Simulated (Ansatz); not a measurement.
Input and command of a plane-wave DFT calculation in Ansatz:

```yaml
crystal:
  lattice:
    - [-1.7207843061, 1.7207843061, 5.265939548]
    - [1.7207843061, -1.7207843061, 5.265939548]
    - [1.7207843061, 1.7207843061, -5.265939548]
  atoms:
    - { symbol: Fe, position: [0.75, 0.25, 0.5], spin: 5.0 }
    - { symbol: Fe, position: [0.25, 0.75, 0.5], spin: 5.0 }
    - { symbol: Cu, position: [0.0, 0.0, 0.0] }
    - { symbol: "N", position: [0.825658, 0.825658, 0.0] }
    - { symbol: "N", position: [0.174342, 0.174342, 0.0] }
basis:
  ecutwfc: 420
kpoints:
  mp_grid: { grid: [14, 14, 14] }
hamiltonian:
  xc: pbe
scf:
  occupations: { method: gaussian, width: 0.1 }
  lower_state_search: "off"
output:
  forces: true
  stress: true
  eigenvalues: true
  populations: true
magnetization:
  spin_polarized: true
```

```bash
ansatz run input.yaml --threads 1 --pin off --max-ram 2560MiB --backend cpu --events-out ev --progress --plain --runs-dir out
```

Processor: Arm Neoverse V1, 1 thread, on a host shared with other jobs.

Q: How long does it run, and how much memory does it take?

A: About 3.9 min on 1 thread of Arm Neoverse V1, on a shared host, peak memory 1 GiB. It solves 43 bands at 244 k points (the mesh reduced by the symmetry that the task leaves, which can be less than the crystal's) with about 1217 plane waves, in 34 SCF iterations.
